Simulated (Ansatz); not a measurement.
This GaSb₃ structure is the end of a relaxation. The cell was found from a structure generator's guess, not taken from experiment.

Method: DFT PBE, scalar-relativistic, plane waves, PAW in Ansatz. Cutoff 420 eV, Γ-centred mesh, Gaussian smearing, no spin polarisation.

```xyz
4
Lattice="3.0217 -3.1685 0.0000 3.0217 3.1685 0.0000 0.0000 0.0000 5.6444" Properties=species:S:1:pos:R:3 pbc="T T T"
Ga    3.0217    0.0000    0.0000
Sb    3.0217   -1.5870    2.8222
Sb    3.0217    1.5870    2.8222
Sb    0.0000    0.0000    0.0000
```

The zero of energy is the elements' standard structures at the same level; no fitted shifts are applied.

**Question.** Find its symmetry and describe it.

**Answer.** Cmmm (No. 65). Conventional cell: a = 6.043 Å, b = 6.337 Å, c = 5.644 Å. Around Ga lie 8 Sb at 3.02–3.24 Å; around Sb on a site of symmetry m2m lie 6 Sb at 3.02–3.24 Å and 2 Ga at 3.24 Å; Sb on a site of symmetry mmm is surrounded by 4 Ga at 3.02–3.17 Å and 4 Sb at 3.24 Å.

**Question.** How far does it lie from the elements in energy?

**Answer.** +0.11 eV/atom. It can't be a ground state, since the elements alone are lower.

**Question.** Is it a metal?

**Answer.** Yes, bands cross the Fermi level on the 10×10×8 mesh.

The last run used a 10×10×8 mesh (in the run's order of axes) for its 4-atom cell and Gaussian smearing of 0.10 eV. Spin–orbit coupling, which can matter for Sb, is left out. A structure relaxed within its symmetry needn't be a true minimum. Another cell of GaSb3 relaxed alike, in Im-3m, lies 45 meV/atom lower, so this cell isn't the stable form at this level.
